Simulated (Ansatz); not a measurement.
The calculation used DFT PBE, scalar-relativistic, plane waves, PAW in Ansatz. Plane waves to 420 eV, a 12×12×4 mesh through Γ for the 12-atom cell and 0.10 eV Gaussian smearing; no spin polarisation.

Energies over the elements count from the elements' standard structures at the same level, with no fitted energy shifts.

**Question.** Propose a candidate for a trigonal metal made of C, Ti and W, with a formation energy near −0.70 eV/atom and about 10 Å³ per atom, in a cell of 12 atoms. Its symmetry should be P-3m1 (No. 164).

**Answer.** Ti5WC6, space group P-3m1 (No. 164). Around Ti on a site of symmetry 3m lie 6 C at 2.15–2.18 Å, 9 Ti at 3.06–3.07 Å and 3 W at 3.10 Å; around Ti on a second site of symmetry 3m lie 6 C at 2.16–2.18 Å; W has 6 C at 2.17 Å, 6 W at 3.06 Å and 6 Ti at 3.10 Å; C on its first site is surrounded by 3 W at 2.17 Å and 3 Ti at 2.18 Å; 3 more sites not described.

```cif
data_structure
_symmetry_space_group_name_H-M 'P 1'
_symmetry_Int_Tables_number 1
_cell_length_a 3.0634
_cell_length_b 3.0634
_cell_length_c 15.0721
_cell_angle_alpha 90.000
_cell_angle_beta 90.000
_cell_angle_gamma 120.000
_cell_volume 122.49
loop_
_atom_site_label
_atom_site_type_symbol
_atom_site_fract_x
_atom_site_fract_y
_atom_site_fract_z
_atom_site_occupancy
Ti1 Ti 0.66667 0.33333 0.66866 1
Ti2 Ti 0.33333 0.66667 0.33134 1
Ti3 Ti 0.66667 0.33333 0.16525 1
Ti4 Ti 0.00000 0.00000 0.00000 1
Ti5 Ti 0.33333 0.66667 0.83475 1
W1 W 0.00000 0.00000 0.50000 1
C1 C 0.33333 0.66667 0.58371 1
C2 C 0.66667 0.33333 0.41630 1
C3 C 0.00000 0.00000 0.24993 1
C4 C 0.33333 0.66667 0.08330 1
C5 C 0.66667 0.33333 0.91670 1
C6 C 0.00000 0.00000 0.75007 1
```

| Property | Result |
| --- | --- |
| Volume per atom | 10.21 Å³ |
| Density | 6.71 g/cm³ |
| Formation energy | −0.70 eV/atom |
| Gap on the 12×12×4 mesh of the 12-atom cell | 0 eV (a metal) |

The structure comes from a generated guess, relaxed at this level; another structure or a mixture of phases may lie lower. The answer needn't be unique; the calculation gave this one.

Spin–orbit coupling, which can matter for W, is left out. The reference form of C is held partly by dispersion forces, which this level lacks. Symmetry constrained the relaxation, so the result can be a saddle point.
